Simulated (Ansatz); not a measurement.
C:
```
CELL_PARAMETERS angstrom
      3.55662     0.00000     0.00000
     -1.77831     3.08012     0.00000
      0.00000     0.00000     3.35744
ATOMIC_POSITIONS crystal
  C  0.23240 0.46480 0.25000
  C  0.53520 0.76760 0.58333
  C  0.23240 0.76760 0.91667
  C  0.76760 0.53520 0.75000
  C  0.46480 0.23240 0.08333
  C  0.76760 0.23240 0.41667
```

Relaxed with PBEsol in the plane-wave PAW code Ansatz. Indices refer to the conventional cell of P6_122, a = b = 3.5566 Å, c = 3.3574 Å, α = β = 90.00°, γ = 120.00°.

Problem. Simulate the powder diffraction pattern (Cu Kα, λ = 1.54184 Å; lines above 1 %) up to 2θ = 90°.

Solution. Simulated powder pattern, Cu Kα, λ = 1.54184 Å (kinematic, ideal powder, no thermal factors, no anomalous dispersion; the 30 strongest lines at most, above 1 %, up to 2θ = 90°):

```json
[
 {"2θ (°)": "28.99", "d (Å)": "3.080", "I/Imax (%)": "60", "hkl": "(1 0 -1 0)"},
 {"2θ (°)": "39.71", "d (Å)": "2.270", "I/Imax (%)": "100", "hkl": "(1 0 -1 1)"},
 {"2θ (°)": "51.38", "d (Å)": "1.778", "I/Imax (%)": "1.5", "hkl": "(1 1 -2 0)"},
 {"2θ (°)": "58.76", "d (Å)": "1.571", "I/Imax (%)": "39", "hkl": "(1 1 -2 1)"},
 {"2θ (°)": "60.08", "d (Å)": "1.540", "I/Imax (%)": "7.3", "hkl": "(2 0 -2 0)"},
 {"2θ (°)": "63.07", "d (Å)": "1.474", "I/Imax (%)": "13", "hkl": "(1 0 -1 2)"},
 {"2θ (°)": "78.33", "d (Å)": "1.221", "I/Imax (%)": "9.3", "hkl": "(1 1 -2 2)"},
 {"2θ (°)": "82.94", "d (Å)": "1.164", "I/Imax (%)": "11", "hkl": "(2 1 -3 0)"},
 {"2θ (°)": "85.58", "d (Å)": "1.135", "I/Imax (%)": "15", "hkl": "(2 0 -2 2)"},
 {"2θ (°)": "89.00", "d (Å)": "1.100", "I/Imax (%)": "22", "hkl": "(2 1 -3 1)"}
]
```

The start of the workflow was typed in or built on a structure type; neither database checked (COD, Materials Project) lists it. It is not the phase usual at ambient conditions (space group No. 194, 227). The PBEsol relaxation kept the symmetry of its start; its stability against distortions is not shown here.

Potentials: the later of the program's two PAW sets.
